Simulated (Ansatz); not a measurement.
A plane-wave DFT run in Ansatz 0.2.0 (scalar-relativistic PAW potentials unless the input names others): input and command.

```yaml
crystal:
  lattice:
    - [4.0201501361, 0.0, 0.0]
    - [0.0, 4.0201501361, 0.0]
    - [0.0, 0.0, 4.0201501361]
  atoms:
    - { symbol: Ba, position: [0.0, 0.0, 0.0] }
    - { symbol: Ru, position: [0.5, 0.5, 0.5], spin: 1.46 }
    - { symbol: O, position: [0.0, 0.5, 0.5], spin: 0.2 }
    - { symbol: O, position: [0.5, 0.0, 0.5], spin: 0.2 }
    - { symbol: O, position: [0.5, 0.5, 0.0], spin: 0.2 }
basis:
  ecutwfc: 500
kpoints:
  mp_grid: { grid: [10, 10, 10] }
hamiltonian:
  xc: r2scan
scf:
  occupations: { method: gaussian, width: 0.1 }
  mixing: { algorithm: broyden, beta: 0.9 }
output:
  forces: true
  eigenvalues: true
  stress: true
magnetization:
  spin_polarized: true
```

```bash
ansatz run input.yaml --threads 1 --pin off --max-ram 2560MiB --backend cpu --events-out ev --progress --plain --runs-dir out
```

Abridged log:
```
Pseudopotentials: kind: paw
Pseudopotential: Ba, paw, valence charge 10, recommended cutoff 500 eV (meta_gga)
Pseudopotential: Ru, paw, valence charge 16, recommended cutoff 500 eV (meta_gga)
Pseudopotential: O, paw, valence charge 6, recommended cutoff 500 eV (meta_gga)
Functional definition: r2SCAN
Crystal: 5 atoms, lattice volume = 64.972 Å³
Basis set: ecut = 500 eV, 1647 PW (Γ), exchange–correlation on 120×120×120 points (64 copies of the dense FFT grid, shifted against one another)
Bands: 29, of which v1, the nominal top of the filled ones, is band 22 counted from 1 (21 counted from 0)
Symmetry: 48 space group operations
Space group: Pm-3m (ITA 221), of the structure as read, at distance tolerance 4.0e-5 Å
Magnetic group: BNS 221.92 (UNI 1594), of the structure as read, at distance tolerance 4.0e-5 Å
k-points: 56 of 1000
Initial density: superposition of atomic densities (chi_scale 0.1, normalization cell, long waves kept (reshape's long-wave potential 0.00 eV rms))
Starting moments: Σ|m| = 2.06 μB on 4 of 5 sites
Initial wavefunctions: pseudopotential atomic-orbital guess
Functional: x = r2scan, c = r2scan; τ floored in thin density (d = 2e-4 eV/Å³)
SCF iter   1: F=—  HF=-13559.526308 eV  |F-HF|=—  |Δ(HF+E_count)|=         —  Δρ=4.64e-2 (↑4.64e-2 ↓3.92e-2) dr2=5.65e0  dr2_τ=4.18e-2  dr2_m=1.00e-1  M=1.847 μB ∫|m|=1.873 μB  β_m=1.00  ethr=3.10e-3  ⟨swp⟩=9.7  Hψ=17784  notcnv=0
Mixer restart at iter 1: flushing history
spin=Collinear: Kerker preconditioning applied to the charge; magnetization (m = ρ↑ − ρ↓) channel mixes plain (no charge-response kernel on spin).
SCF iter   2: F=—  HF=-13562.053764 eV  |F-HF|=—  |Δ(HF+E_count)|=    2.53e0  Δρ=2.91e-2 (↑2.91e-2 ↓2.39e-2) dr2=1.77e0  dr2_τ=4.26e-2  dr2_m=3.27e-2  M=1.982 μB ∫|m|=2.017 μB  β_m=1.00  ethr=3.10e-3  ⟨swp⟩=3.3  Hψ=7514  notcnv=0  defer=214  κ⁻¹=1.0e0(r=1)
SCF iter   3: F=—  HF=-13563.258054 eV  |F-HF|=—  |Δ(HF+E_count)|=    1.20e0  Δρ=1.17e-2 (↑1.17e-2 ↓1.13e-2) dr2=4.54e-1  dr2_τ=4.10e-3  dr2_m=1.30e-2  M=2.048 μB ∫|m|=2.092 μB  β_m=1.00  ethr=3.10e-3  ⟨swp⟩=2.4  Hψ=6200  notcnv=0  defer=209  κ⁻¹=1.0e-1(r=2)
SCF iter   4: F=—  HF=-13563.083134 eV  |F-HF|=—  |Δ(HF+E_count)|=   1.75e-1  Δρ=6.01e-3 (↑6.01e-3 ↓3.91e-3) dr2=5.40e-2  dr2_τ=1.29e-3  dr2_m=1.71e-3  M=2.110 μB ∫|m|=2.166 μB  β_m=1.00  ethr=1.03e-3  ⟨swp⟩=2.8  Hψ=7018  notcnv=0  defer=228  κ⁻¹=1.3e-2(r=3)
SCF iter   5: F=—  HF=-13563.155322 eV  |F-HF|=—  |Δ(HF+E_count)|=         —  Δρ=4.02e-3 (↑4.02e-3 ↓2.33e-3) dr2=1.49e-2  dr2_τ=4.54e-4  dr2_m=2.34e-3  M=2.196 μB ∫|m|=2.247 μB  β_m=1.00  ethr=1.23e-4  ⟨swp⟩=2.2  Hψ=5441  notcnv=0  defer=224
Mixer restart at iter 5: flushing history
SCF iter   6: F=—  HF=-13563.180187 eV  |F-HF|=—  |Δ(HF+E_count)|=   2.49e-2  Δρ=2.62e-3 (↑2.62e-3 ↓1.17e-3) dr2=4.65e-3  dr2_τ=1.45e-4  dr2_m=9.22e-4  M=2.242 μB ∫|m|=2.295 μB  β_m=1.00  ethr=3.38e-5  ⟨swp⟩=2.0  Hψ=5675  notcnv=0  defer=224  κ⁻¹=1.0e0(r=1)
SCF iter   7: F=—  HF=-13563.187477 eV  |F-HF|=—  |Δ(HF+E_count)|=   7.29e-3  Δρ=6.58e-4 (↑5.89e-4 ↓6.58e-4) dr2=9.65e-4  dr2_τ=1.30e-5  dr2_m=4.43e-5  M=2.253 μB ∫|m|=2.311 μB  β_m=1.00  ethr=1.06e-5  ⟨swp⟩=2.0  Hψ=5934  notcnv=0  defer=224  κ⁻¹=2.9e-1(r=2)
SCF iter   8: F=—  HF=-13563.187987 eV  |F-HF|=—  |Δ(HF+E_count)|=   5.10e-4  Δρ=3.14e-4 (↑2.85e-4 ↓3.14e-4) dr2=2.31e-4  dr2_τ=4.38e-6  dr2_m=1.24e-5  M=2.253 μB ∫|m|=2.312 μB  β_m=1.00  ethr=2.19e-6  ⟨swp⟩=2.1  Hψ=5569  notcnv=0  defer=223  κ⁻¹=4.0e-2(r=3)
SCF iter   9: F=—  HF=-13563.187961 eV  |F-HF|=—  |Δ(HF+E_count)|=   2.63e-5  Δρ=2.67e-4 (↑2.67e-4 ↓2.05e-4) dr2=7.79e-6  dr2_τ=3.36e-6  dr2_m=2.73e-5  M=2.251 μB ∫|m|=2.310 μB  β_m=1.00  ethr=5.24e-7  ⟨swp⟩=2.1  Hψ=5347  notcnv=0  defer=223  κ⁻¹=1.4e-3(r=4)
SCF iter  10: F=—  HF=-13563.187968 eV  |F-HF|=—  |Δ(HF+E_count)|=   6.71e-6  Δρ=1.40e-4 (↑1.40e-4 ↓1.15e-4) dr2=3.66e-6  dr2_τ=9.52e-7  dr2_m=7.73e-6  M=2.252 μB ∫|m|=2.311 μB  β_m=1.00  ethr=1.77e-8  ⟨swp⟩=2.1  Hψ=5355  notcnv=0  defer=223  κ⁻¹=3.2e-4(r=5)
SCF iter  11: F=—  HF=-13563.187971 eV  |F-HF|=—  |Δ(HF+E_count)|=   3.00e-6  Δρ=4.12e-5 (↑4.12e-5 ↓3.24e-5) dr2=1.86e-7  dr2_τ=7.60e-8  dr2_m=6.34e-7  M=2.252 μB ∫|m|=2.311 μB  β_m=1.00  ethr=8.32e-9  ⟨swp⟩=2.5  Hψ=5694  notcnv=0  defer=223  κ⁻¹=1.4e-5(r=6)
SCF iter  12: F=—  HF=-13563.187971 eV  |F-HF|=—  |Δ(HF+E_count)|=   2.66e-7  Δρ=3.50e-6 (↑3.50e-6 ↓2.36e-6) dr2=2.89e-9  dr2_τ=5.52e-10  dr2_m=3.98e-9  M=2.252 μB ∫|m|=2.312 μB  β_m=1.00  ethr=4.23e-10  ⟨swp⟩=2.0  Hψ=5455  notcnv=0  defer=223  κ⁻¹=7.9e-7(r=7)
SCF iter  13: F=-13563.187971 eV  HF=-13563.187971 eV  |F-HF|=1.55e-10  |Δ(HF+E_count)|=   3.37e-9  Δρ=7.56e-7 (↑7.56e-7 ↓6.38e-7) dr2=1.09e-10  dr2_τ=2.62e-11  dr2_m=2.13e-10  M=2.252 μB ∫|m|=2.312 μB  ethr=6.57e-12  ⟨swp⟩=9.8  Hψ=15054  notcnv=0
SCF 1 converged in 13 iterations: F = -13563.187971 eV  dr2 = 1.09e-10
this state was not tested for a lower state beside it, because the mixer in use, unlike msr1, does not test its closes by its own steps (another_mixer; see scf.mixing.algorithm and scf.lower_state_search)
SCF converged after 13 iterations
Magnetization: 2.2522 μB (23.1261 up, 20.8739 down)
Absolute magnetization: 2.3145 μB (∫|ρ↑−ρ↓|, with the PAW one-centre terms)
Spin contamination: 0.0095 ħ² per cell (⟨S²⟩ above its minimum at these occupations)
Per-site moments (μB) at R_I (Å): [(0.00502400, 1.17260361), (1.27844527, 0.82915596), (0.19271053, 0.82915596), (0.19271053, 0.82915596), (0.19271053, 0.82915596)]
Free energy (F): -13563.187971 eV
Harris-Foulkes:  -13563.187971 eV  (|F-HF|=1.55e-10)
Internal energy: -13563.179248 eV  (E = F + TS)
E sigma→0 (E₀):  -13563.183609 eV
Entropy (-TS):   -0.008723 eV (-1.745 meV/atom)
Fermi energy:    13.030469 eV
--- Forces (eV/Å), atoms counted from 1 ---
  atom   1  Ba     0.00000000     0.00000000     0.00000000
  atom   2  Ru     0.00000000     0.00000000     0.00000000
  atom   3  O      0.00000000     0.00000000     0.00000000
  atom   4  O      0.00000000     0.00000000     0.00000000
  atom   5  O      0.00000000     0.00000000     0.00000000
--- Stress (GPa, compression-positive) ---
        0.045044       0.000000       0.000000
        0.000000       0.045044       0.000000
        0.000000       0.000000       0.045044
  P = ⅓ Tr σ = 0.0450 GPa (0.450 kbar)
```

Apart from outputs, empty bands and the relaxation, which only the reference makes, the input differs from a reference run on usual settings in scf.mixing.algorithm: not typed → "broyden"; scf.mixing.beta: not typed → 0.9. The reference, at the same geometry, ended its own course with pressure 0.05 GPa, largest force 0.000 eV/Å, no gap on the mesh. This run converged in 13 SCF iterations with an energy at zero smearing within 0.01 meV/atom of the reference's, pressure 0.05 GPa, largest force 0.000 eV/Å, no gap on the mesh.

It took 42 s on 1 thread of Arm Neoverse V2, on a shared host, peak memory 0.62 GiB.